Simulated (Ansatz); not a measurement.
SiW:
```
SiW
1.0
    3.03633     0.00000     0.00000
    0.00000     3.03633     0.00000
    0.00000     0.00000     3.03633
W Si
1 1
Direct
  0.00000   0.00000   0.00000
  0.50000   0.50000   0.50000
```

Relaxed with r²SCAN. Special points in fractions of this cell's reciprocal vectors: Γ (0.000, 0.000, 0.000); X (0.000, 0.500, 0.000); M (0.500, 0.500, 0.000); R (0.500, 0.500, 0.500).

### Question
List the band energies nearest the Fermi level at these points for r²SCAN (plane waves, PAW; program Ansatz).

### Answer
In eV from the Fermi level; about four levels below and three above (degenerate sets whole), none deeper than 8.9 eV; points with the same levels are listed once.

```tsv
k	below	above
Γ	-3.98 -3.98	1.99 1.99 1.99
X	-8.55 -2.63 -1.84 -1.84	2.57 4.35 5.46
M	-3.95 -3.95 -3.92 -0.41 -0.41	4.41 5.67 5.76
R	-6.51 -6.51 -6.51 -3.51	3.26 3.26 3.26
```

Space group Pm-3m (CsCl type). The cell is a constructed one: a structure type filled with these elements; neither database checked (COD, Materials Project) lists it. Its standing as an ambient phase is unchecked. The r²SCAN relaxation kept the symmetry of its start; its stability against distortions is not shown here. No spin polarisation was allowed. Spin–orbit coupling is left out wherever it is not named.

Potentials: the later of the program's two PAW sets.
